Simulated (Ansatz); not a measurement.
Barrier of one jump, Co in Si

All numbers below come from DFT LDA, scalar-relativistic, plane waves, PAW (Ansatz 0.2.0). (420 eV cutoff, 3×3×3 k-mesh, Gaussian smearing of 0.02 eV, collinear spin)

In a supercell of 16 host sites, interstitial Co hops to an equivalent place, moving 2.03 Å between the relaxed ends. Climbing-image nudged elastic band at fixed cell with images 0 (start) to 4 (end), the path measured over all atoms, converged to 0.05 eV/Å; the order of the saddle wasn't checked, and the small cell leaves errors of about a tenth of an eV.

Starting moments were lost in some runs.

Start:

```
CELL_PARAMETERS angstrom
0.00000 5.40194 -5.40194
5.40194 5.40194 0.00000
5.40194 0.00000 -5.40194
ATOMIC_POSITIONS crystal
Si 0.11977 0.12844 0.12885
Si 0.12285 0.64229 0.11171
Si 0.58322 0.14216 0.14204
Si 0.62972 0.62751 0.12085
Si 0.12276 0.11165 0.64208
Si 0.12745 0.62006 0.62040
Si 0.62944 0.12087 0.62757
Si 0.63846 0.61900 0.61893
Si 0.25246 0.75436 0.24508
Si 0.21150 0.26909 0.26897
Si 0.74226 0.76865 0.24385
Si 0.73886 0.25210 0.25213
Si 0.26375 0.73923 0.73928
Si 0.25215 0.24474 0.75470
Si 0.75386 0.74790 0.74787
Si 0.74217 0.24394 0.76846
Co 0.95118 0.02485 0.02437
```

Atom 17 jumps to (1.480, -1.218, -1.085) Å.

Question: Give the energy along the band and the structure at its top.

Answer:
```csv
image,path (Å),E − E(0) (eV),Co x (Å),Co y (Å),Co z (Å),force on Co (eV/Å)
0,0.00,0.000,0.266,-0.129,0.132,0.00
1,0.62,0.024,0.392,-0.364,-0.291,0.09
2,1.23,0.178,0.702,-0.674,-0.646,0.02
3,1.85,0.024,1.055,-0.986,-0.960,0.09
4,2.46,0.000,1.480,-1.218,-1.085,0.00
```

Barrier 0.18 eV. Image 2:
```
CELL_PARAMETERS angstrom
0.00000 5.40194 -5.40194
5.40194 5.40194 0.00000
5.40194 0.00000 -5.40194
ATOMIC_POSITIONS crystal
Si 0.12392 0.13379 0.12244
Si 0.12404 0.62515 0.12216
Si 0.61359 0.13423 0.12326
Si 0.62631 0.63729 0.10535
Si 0.11312 0.12360 0.64469
Si 0.12523 0.62851 0.62238
Si 0.61915 0.13566 0.62141
Si 0.61921 0.62849 0.62216
Si 0.24993 0.75100 0.25273
Si 0.23742 0.24884 0.26983
Si 0.74115 0.75121 0.25255
Si 0.74077 0.26116 0.25186
Si 0.24656 0.74970 0.75251
Si 0.24654 0.25587 0.75285
Si 0.75134 0.76180 0.73054
Si 0.73920 0.25587 0.75370
Co 0.93238 0.94279 0.18723
```

Cost: 1 run of about 39 core-minutes, on Arm Neoverse V1 (shared hosts).